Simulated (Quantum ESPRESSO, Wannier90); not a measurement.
**Wannier functions of NbAu2 (P6/mmm)**

```
CELL_PARAMETERS angstrom
      4.67647     0.00000     0.00000
     -2.33824     4.04994     0.00000
      0.00000     0.00000     2.74310
ATOMIC_POSITIONS crystal
  Nb 0.00000 0.00000 0.00000
  Au 0.66667 0.33333 0.50000
  Au 0.33333 0.66667 0.50000
```

Structure: Materials Project mp-1606, symmetrised, not relaxed again. COD (Crystallography Open Database) has an entry of this formula and space group (matched by these alone). Level: PBEsol, no spin polarisation, no spin-orbit coupling; pw.x of Quantum ESPRESSO at 66 Ry with PseudoDojo potentials, 4×4×6 k-points, Wannier90. Density: 12×12×16 mesh, cold smearing 0.01 Ry. Spin-orbit coupling is left out although heavy elements are present.

Valence charges of the files: Nb 13, Au 19. 53 bands were computed.

Isolated groups of bands, relative to the Fermi level (bands from 13 on overlap up to the last one computed):

```tsv
bands	from (eV)	to (eV)	filling	weight on atomic waves
1–2	-106.57	-106.54	filled	Au 5s 98 %
3–8	-57.96	-57.70	filled	Au 5p 100 %
9	-55.63	-55.47	filled	Nb 4s 97 %
10–12	-32.10	-30.84	filled	Nb 4p 99 %
```

Wanted is a model with the orbitals Nb s p d, Au s p d, without the filled groups that are mainly made of other shells (semicore states, and anion s where it isn't named); all higher bands stay in for disentanglement.

Problem. Give num_wann, exclude_bands and num_bands, and the number of electrons that the model holds.

Solution. Electrons: 1×13 + 2×19 = 51, or 25.5 bands' worth; no gap over 0.05 eV opens at the Fermi level at this level of theory.
num_wann = 1×9 + 2×9 = 27.
exclude_bands = 1-12, 12 bands, so num_bands = 53 − 12 = 41.
The model holds 51 − 2×12 = 27 electrons. With the window frozen to 1.50 eV it follows pw.x to 6.0 meV rms (states up to 1.0 eV relative to the Fermi level).
